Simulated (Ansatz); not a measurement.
**Kick test of a cell of Ba2ZnP2**

It was reached by relaxing an invented guess, and it needn't be the stable form of this composition.

Method: Ansatz, DFT PBE, scalar-relativistic, plane waves, PAW. Plane waves to 420 eV, a k mesh through Γ of 6×6×6 on the computed 10-atom cell and Gaussian smearing (0.02 eV); no spin polarisation.

The cell below (10 atoms, space group P4_2/mcm (No. 132)) is relaxed within its symmetry.

```
CELL_PARAMETERS angstrom
6.71201 0.00000 0.00000
0.00000 6.71201 0.00000
0.00000 0.00000 6.46441
ATOMIC_POSITIONS crystal
Ba 0.78191 0.78191 0.50000
Ba 0.21809 0.21809 0.50000
Ba 0.78191 0.21809 0.00000
Ba 0.21809 0.78191 0.00000
Zn 0.50000 0.50000 0.75000
Zn 0.50000 0.50000 0.25000
P 0.29481 0.29481 0.00000
P 0.70519 0.70519 0.00000
P 0.29481 0.70519 0.50000
P 0.70519 0.29481 0.50000
```

For the test it was strained at random (σ = 1.5 % a component), the atoms were moved at random (σ = 0.15 Å), and all was relaxed again on a coarse 2×2×2 mesh (in the run’s order of axes) with 0.10 eV smearing, with no symmetry imposed.

Question: Does it come back?

Answer: It returns, within 2 meV/atom of the unmoved cell on that mesh and with the same symmetry when read at 0.1 Å (P1 at 0.01 Å, so small strains and shifts remain). No instability shows in this cell; modes of other wave vectors, which need another repeat, aren't tested.
